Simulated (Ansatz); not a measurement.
Relaxed-ion elastic tensor of Zn3InGaO6 in space group R3m (No. 160; Pearson symbol hR11) in GPa (Voigt order), DFT-PBEsol in the program Ansatz with PAW potentials; density 6.12 g/cm³, 11.75 Å³ per atom.

```
 232   134   114  -4.8   0.0   0.0
 134   232   114   4.8   0.0   0.0
 114   114   252   0.0   0.0   0.0
-4.8   4.8   0.0  47.0   0.0   0.0
 0.0   0.0   0.0   0.0  47.0  -4.8
 0.0   0.0   0.0   0.0  -4.8  49.3
```

Is the crystal mechanically stable?

Yes: the smallest eigenvalue of C is 43.2 GPa.

Work out the Voigt, Reuss and Hill averages.

K_V = 160, K_R = 160, K_H = 160; G_V = 52.4, G_R = 50.8, G_H = 51.6 GPa.

Give Young's modulus, Poisson's ratio, Pugh's ratio and the universal anisotropy index.

E = 9KG/(3K + G) = 140 GPa; ν = 0.35; K/G = 3.10 (ductile by the Pugh limit of 1.75); A_U = 5G_V/G_R + K_V/K_R − 6 = 0.15.

Estimate the sound speeds and the Debye temperature.

v_l = √((K + 4G/3)/ρ) = 6110 m/s, v_t = √(G/ρ) = 2900 m/s, mean 3260 m/s; Θ = (h/k)(3n/4πV)^(1/3) v_m = 428 K.

Solve the Christoffel equation for the three sound speeds along x, y, z.

Eigenvalues of C_ijkl n_j n_l equal ρv² (piezoelectric stiffening left out). In km/s, slowest first: x 2.66, 2.94, 6.16; y 2.77, 2.84, 6.16; z 2.77, 2.77, 6.41.

How much does each axis shrink under pressure?

Linear compressibilities β_i = Σ_j S_ij (j = 1 to 3): x 2.1, y 2.1, z 2.1 per TPa.

The workflow started from a Materials Project entry (that database holds measured and hypothetical structures alike); the Crystallography Open Database copy checked does not list it. Whether it is the stable phase at ambient conditions was not checked. Symmetry was held in the PBEsol relaxation; its stability against distortions is not shown here.

Potentials: the later of the program's two PAW sets.
